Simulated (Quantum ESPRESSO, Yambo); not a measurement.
KBr (rock salt, space group Fm-3m, No. 225) has a direct LDA gap at Γ (LDA (pw.x of Quantum ESPRESSO, ONCV potentials, without SOC)). One step of 0.1096 1/Å from Γ towards X, the lowest conduction band rises by 0.1279 eV and the highest valence band falls by 0.0140 eV. Yambo's RPA (10×10×10 mesh) gives ε∞ = 2.61.

### Question
Estimate the masses, then the Wannier-Mott binding energy and radius of the lowest exciton.

### Answer
With ΔE = ħ²k²/2m and ħ²/2m0 = 3.810 eV Å²: m_e = 3.810 × 0.1096² / 0.1279 = 0.358 m0, m_h = 3.269 m0, so μ = m_e m_h/(m_e + m_h) = 0.323 m0. E_b = 13.606 eV × μ/ε² = 650 meV and a = 0.529 Å × ε/μ = 4.3 Å. So small a radius, about a bond or two, is outside the model's range. In k space the exciton extends over about 1/a = 0.23 1/Å; the 6×6×6 mesh of the BSE run has steps of 0.28 1/Å. One finite step overestimates masses where bands are non-parabolic, and one direction stands for all. The valence edge is degenerate; only the top band's mass is used. Only electronic screening is counted; in a polar crystal the lattice screens weakly bound excitons too, which can cut the binding several times. Convergence of the RPA response with its 10×10×10 mesh was not tested. Spin-orbit splittings are left out.

Geometry relaxed with LDA; primitive cell a = b = c = 4.505 Å, α = β = γ = 60.00°.
